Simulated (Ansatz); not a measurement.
## CdSe₂: from a starting cell to a relaxed one

The relaxed structure here is a generated cell of CdSe2: the first start was made by placing the elements on the sites of a structure type, and the end was not matched to a known phase here, so it may be hypothetical.

The start is a generated trial cell of CdSe2 in the AFLOW prototype AB2_oC24_41_2a_2b (C_e, as in Sn2Pd). Cell shape, volume and atoms are optimised at zero target pressure with PBE (plane waves to 420 eV, PAW, scalar-relativistic; Ansatz, a first-principles code). The first steps use a coarse 3×3×3 k-mesh.

Starting cell:
```
CdSe2
1.0
    6.89198     0.00000     0.00000
    0.00000     3.44599     6.46589
    0.00000    -3.44599     6.46589
Cd Se
4 8
Direct
  0.00000   0.99000   0.99000
  0.50000   0.49000   0.49000
  0.00000   0.76200   0.76200
  0.50000   0.26200   0.26200
  0.65800   0.03300   0.71700
  0.34200   0.71700   0.03300
  0.15800   0.21700   0.53300
  0.84200   0.53300   0.21700
  0.75000   0.37500   0.87500
  0.25000   0.87500   0.37500
  0.25000   0.37500   0.87500
  0.75000   0.87500   0.37500
```

| Item | Value |
|---|---|
| Initial pressure | -3 GPa (negative: the cell is under tension) |
| Largest initial force | about 0.9 eV/Å, on Cd3, Cd4 (atoms numbered as listed) |
| Outcome | The space group stays Aea2 (No. 41) (the run could not lower it), with 12 atoms in the primitive cell |
| Shortest distances (start → end) | The closest pairs of elements (up to four, under 3.6 Å), start → end: Se–Se 3.08 → 2.42 Å; Cd–Se 2.98 → 2.75 Å; Cd–Cd 2.95 → 3.88 Å |
| Optimiser moves | 32 |

The end point of the relaxation:

```cif
data_Cd8Se16
_chemical_formula_sum 'Cd8 Se16'
_space_group_name_H-M_alt 'Aea2'
_space_group_IT_number 41
_space_group_name_Hall 'A 2 -2ab'
_cell_length_a 8.11176
_cell_length_b 5.14688
_cell_length_c 15.20131
_cell_angle_alpha 90.000
_cell_angle_beta 90.000
_cell_angle_gamma 90.000
loop_
_atom_site_label
_atom_site_type_symbol
_atom_site_symmetry_multiplicity
_atom_site_Wyckoff_symbol
_atom_site_fract_x
_atom_site_fract_y
_atom_site_fract_z
_atom_site_occupancy
Cd1 Cd 4 a 0.00000 0.00000 0.00596 1
Cd2 Cd 4 a 0.00000 0.00000 0.75093 1
Se1 Se 8 b 0.39218 0.33819 0.37870 1
Se2 Se 8 b 0.30199 0.20211 0.11885 1
```
(The calculation used a cell of 12 atoms; values per cell refer to that cell.)

Final values are on a 5×8×8 k-mesh of the relaxed cell. The relaxed cell holds bonded Se–Se pairs (2.42 Å). No spin polarisation in the result.

The run could not lose the symmetry of its start, so the end can be a saddle point.
